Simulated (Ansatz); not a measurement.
Geometry optimisation in Ansatz: input, command and trajectory.

```yaml
crystal:
  lattice:
    - [0.0, 2.987728, 2.987728]
    - [2.987728, 0.0, 2.987728]
    - [2.987728, 2.987728, 0.0]
  atoms:
    - { symbol: Be, position: [0.37615033, 0.37615033, 0.37615033] }
    - { symbol: Be, position: [0.871549, 0.37615033, 0.37615033] }
    - { symbol: Be, position: [0.37615033, 0.37615033, 0.871549] }
    - { symbol: Be, position: [0.37615033, 0.871549, 0.37615033] }
    - { symbol: Fe, position: [0.75, 0.75, 0.75] }
    - { symbol: Ge, position: [0.0, 0.0, 0.0] }
basis:
  ecutwfc: 500
kpoints:
  mp_grid: { grid: [10, 10, 10] }
hamiltonian:
  xc: r2scan
scf:
  occupations: { method: gaussian, width: 0.1 }
output:
  forces: true
  stress: true
  eigenvalues: true
  write_density: true
  write_potential: true
  elf: true
  volumetric_format: npy
relax:
  adjacent_minimum: "off"
  f_tol: 0.005
  max_steps: 80
  cell: { stress_tol: 0.05 }
```

```bash
ansatz run input.yaml --threads 1 --pin off --max-ram 2560MiB --backend cpu --events-out ev --progress --plain --runs-dir out
```

The calculation used DFT r2SCAN, scalar-relativistic, plane waves, PAW in Ansatz 0.2.0.

Of 5 frames 4 are shown, positions in Å and forces in eV/Å; the SCF threshold varies from step to step. Steps run on the plane waves of an earlier cell, with a Pulay correction in the pressure. The basis is chosen afresh for the last frame, the zero of the energies, and at times for earlier ones too; energy and pressure step there, also at an unchanged geometry. Spin polarisation was left out; whether the Fe atoms would carry moments isn't shown by this run.

```xyz
6
Lattice="0.0000 2.9877 2.9877 2.9877 0.0000 2.9877 2.9877 2.9877 0.0000" Properties=species:S:1:pos:R:3:forces:R:3 pbc="T T T" step=1 free_energy_over_end_meV_per_atom=1.91 pressure_GPa=-3.23
Be    2.2477    2.2477    2.2477   -0.0003   -0.0003   -0.0003
Be    2.2477    3.7278    3.7278   -0.0003    0.0003    0.0003
Be    3.7278    3.7278    2.2477    0.0003    0.0003   -0.0003
Be    3.7278    2.2477    3.7278    0.0003   -0.0003    0.0003
Fe    4.4816    4.4816    4.4816    0.0000    0.0000    0.0000
Ge    0.0000    0.0000    0.0000    0.0000    0.0000    0.0000
6
Lattice="0.0000 2.9752 2.9752 2.9752 0.0000 2.9752 2.9752 2.9752 0.0000" Properties=species:S:1:pos:R:3:forces:R:3 pbc="T T T" step=2 free_energy_over_end_meV_per_atom=0.28 pressure_GPa=-1.34
Be    2.2380    2.2380    2.2380    0.0045    0.0045    0.0045
Be    2.2380    3.7124    3.7124    0.0045   -0.0045   -0.0045
Be    3.7124    3.7124    2.2380   -0.0045   -0.0045    0.0045
Be    3.7124    2.2380    3.7124   -0.0045    0.0045   -0.0045
Fe    4.4628    4.4628    4.4628    0.0000    0.0000    0.0000
Ge    0.0000    0.0000    0.0000    0.0000    0.0000    0.0000
6
Lattice="0.0000 2.9665 2.9665 2.9665 0.0000 2.9665 2.9665 2.9665 0.0000" Properties=species:S:1:pos:R:3:forces:R:3 pbc="T T T" step=3 free_energy_over_end_meV_per_atom=-0.06 pressure_GPa=0.06
Be    2.2317    2.2317    2.2317   -0.0024   -0.0024   -0.0024
Be    2.2317    3.7013    3.7013   -0.0024    0.0024    0.0024
Be    3.7013    3.7013    2.2317    0.0024    0.0024   -0.0024
Be    3.7013    2.2317    3.7013    0.0024   -0.0024    0.0024
Fe    4.4497    4.4497    4.4497    0.0000    0.0000    0.0000
Ge    0.0000    0.0000    0.0000    0.0000    0.0000    0.0000
6
Lattice="0.0000 2.9668 2.9668 2.9668 0.0000 2.9668 2.9668 2.9668 0.0000" Properties=species:S:1:pos:R:3:forces:R:3 pbc="T T T" step=5 free_energy_over_end_meV_per_atom=0.00 pressure_GPa=0.00
Be    2.2319    2.2319    2.2319    0.0008    0.0008    0.0008
Be    2.2319    3.7018    3.7018    0.0008   -0.0008   -0.0008
Be    3.7018    3.7018    2.2319   -0.0008   -0.0008    0.0008
Be    3.7018    2.2319    3.7018   -0.0008    0.0008   -0.0008
Fe    4.4503    4.4503    4.4503    0.0000    0.0000    0.0000
Ge    0.0000    0.0000    0.0000    0.0000    0.0000    0.0000
```